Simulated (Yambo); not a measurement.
Yambo run on RbScS2O8 (space group P321, No. 150). The wavefunctions are PBEsol (pw.x of Quantum ESPRESSO, ONCV potentials, no spin-orbit coupling) ones on a 3×3×2 mesh (40 occupied bands); a = b = 5.060 Å, c = 8.769 Å, α = β = 90.00°, γ = 120.00°.

Yambo input:

```
rim_cut
HF_and_locXC
RandQpts= 1000000
RandGvec= 1 Ry
EXXRLvcs= 84 Ry
VXCRLvcs= 336 Ry
% QPkrange
 1 | 1 | 40 | 41 |
 2 | 2 | 40 | 41 |
 3 | 3 | 40 | 41 |
 4 | 4 | 40 | 41 |
 5 | 5 | 40 | 41 |
 6 | 6 | 40 | 41 |
%
```

k points by index: 1 = Γ, 2 = A, 3 = (0, 0.333, 0), 4 = (0, 0.333, -0.5), 5 = K, 6 = H.

Resulting energies as the program prints them:

```
#    K-point    Band    Eo [eV]    Ehf [eV]    Vxc [eV]    Vnlxc [eV]
#
    1    40    -0.045694    -5.791450    -19.88429    -25.63004
    1    41    4.407802    12.21652    -17.78388    -9.975168
    2    40    0.000000    -5.752499    -20.01124    -25.76374
    2    41    4.427456    12.29976    -17.99326    -10.12096
    3    40    -0.010419    -5.780361    -19.97379    -25.74373
    3    41    4.365489    12.30781    -17.69660    -9.754278
    4    40    -0.029666    -5.803834    -19.95029    -25.72445
    4    41    4.363723    12.29990    -17.68049    -9.744317
    5    40    -0.123905    -5.918557    -19.77542    -25.57007
    5    41    4.429998    12.41433    -17.76245    -9.778115
    6    40    -0.209378    -6.004359    -19.73830    -25.53328
    6    41    4.426253    12.40841    -17.74864    -9.766480
```
Exchange alone, without screening.

Geometry of the Materials Project entry, not relaxed at this level.

The structure is a Materials Project entry; no match was found in the copy of COD used, and its stability was not checked.
